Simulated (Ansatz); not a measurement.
B$_{6}$P:
```cif
data_B36P6
_chemical_formula_sum 'B36 P6'
_space_group_name_H-M_alt 'R-3m :H'
_space_group_IT_number 166
_space_group_name_Hall '-R 3 2"'
_cell_length_a 5.96969
_cell_length_b 5.96969
_cell_length_c 11.78844
_cell_angle_alpha 90.000
_cell_angle_beta 90.000
_cell_angle_gamma 120.000
loop_
_atom_site_label
_atom_site_type_symbol
_atom_site_symmetry_multiplicity
_atom_site_Wyckoff_symbol
_atom_site_fract_x
_atom_site_fract_y
_atom_site_fract_z
_atom_site_occupancy
B1 B 18 h 0.15543 0.31086 0.02840 1
B2 B 18 h 0.20866 0.10433 0.11757 1
P1 P 6 c 0.00000 0.00000 0.40505 1
```
(The calculation used a cell of 14 atoms; values per cell refer to that cell.)

Relaxed with PBEsol.

Question: Which orbitals make up the states near the band edges in PBEsol in the plane-wave PAW code Ansatz?

Answer: Top 1 eV of the valence band: B 2p 84 %, P 3p 10 %, B 2s 6 %. Bottom 1 eV of the conduction band: B 2p 49 %, P 3p 33 %, B 2s 6 %, P 3s 6 %, outside the projected shells 7 %. Projections are on Löwdin-orthogonalised atomic valence shells; empty p or d shells of many metals are not among them.

Question: Tabulate the density of states.

Answer: States/eV per cell of 14 atoms, in 0.25 eV bins, energy from the valence-band maximum.

```
E (eV)  total  B 2p  P 3p  B 2s
------  -----  ----  ----  ----
-7.85    0.36  0.21  0.08  0.07
-7.60    1.58  0.99  0.21  0.34
-7.35    5.16  3.37  0.49  1.20
-7.10    3.16  2.08  0.34  0.67
-6.85    2.91  1.90  0.33  0.61
-6.60    3.55  2.28  0.47  0.72
-6.35    3.64  2.25  0.56  0.75
-6.10    3.65  2.29  0.52  0.73
-5.85    5.67  3.44  0.93  1.15
-5.60    3.80  2.40  0.52  0.74
-5.35    4.65  3.13  0.50  0.81
-5.10    2.46  1.62  0.28  0.44
-4.85    2.22  1.47  0.34  0.33
-4.60    2.76  1.84  0.53  0.33
-4.35    4.63  3.01  1.08  0.48
-4.10    3.55  2.04  1.14  0.31
-3.85    3.93  2.16  1.37  0.34
-3.60    3.95  2.08  1.47  0.34
-3.35    3.89  2.16  1.33  0.35
-3.10    4.11  2.76  0.97  0.30
-2.85    6.16  4.58  0.93  0.55
-2.60    6.92  5.37  0.82  0.63
-2.35    6.27  5.01  0.81  0.36
-2.10    8.16  6.59  1.09  0.38
-1.85    6.68  5.16  1.11  0.34
-1.60    6.71  5.01  1.22  0.42
-1.35    5.66  4.30  1.04  0.27
-1.10    6.73  5.41  0.88  0.39
-0.85    4.40  3.55  0.60  0.22
-0.60    3.67  3.00  0.46  0.18
-0.35    3.49  3.03  0.22  0.22
-0.10    1.48  1.36  0.02  0.10
0.15     0.00  0.00  0.00  0.00
0.40     0.00  0.00  0.00  0.00
0.65     0.00  0.00  0.00  0.00
0.90     0.00  0.00  0.00  0.00
1.15     0.00  0.00  0.00  0.00
1.40     0.00  0.00  0.00  0.00
1.65     0.00  0.00  0.00  0.00
1.90     0.00  0.00  0.00  0.00
2.15     0.00  0.00  0.00  0.00
2.40     0.02  0.01  0.01  0.00
2.65     0.44  0.20  0.16  0.04
2.90     1.35  0.57  0.53  0.08
3.15     1.87  0.86  0.66  0.11
3.40     2.84  1.68  0.69  0.15
3.65     4.04  2.49  0.83  0.27
3.90     2.64  1.60  0.47  0.24
4.15     2.98  1.86  0.31  0.34
4.40     4.71  2.95  0.41  0.60
4.65     4.59  2.88  0.46  0.60
4.90     4.32  2.29  0.77  0.64
5.15     4.11  2.19  0.69  0.58
5.40     4.21  2.05  0.61  0.75
5.65     6.21  2.63  0.89  1.21
5.90     4.66  2.09  0.67  0.79
6.15     4.37  2.09  0.64  0.64
6.40     4.91  2.54  0.65  0.68
6.65     5.69  3.09  0.75  0.74
6.90     4.10  2.13  0.56  0.60
7.15     3.61  1.76  0.46  0.56
```

The workflow started from a Materials Project entry (that database holds measured and hypothetical structures alike); the Crystallography Open Database copy checked does not list it. Whether it is the stable phase at ambient conditions was not checked. The PBEsol relaxation kept the symmetry of its start; its stability against distortions is not shown here.

Potentials: the later of the program's two PAW sets.
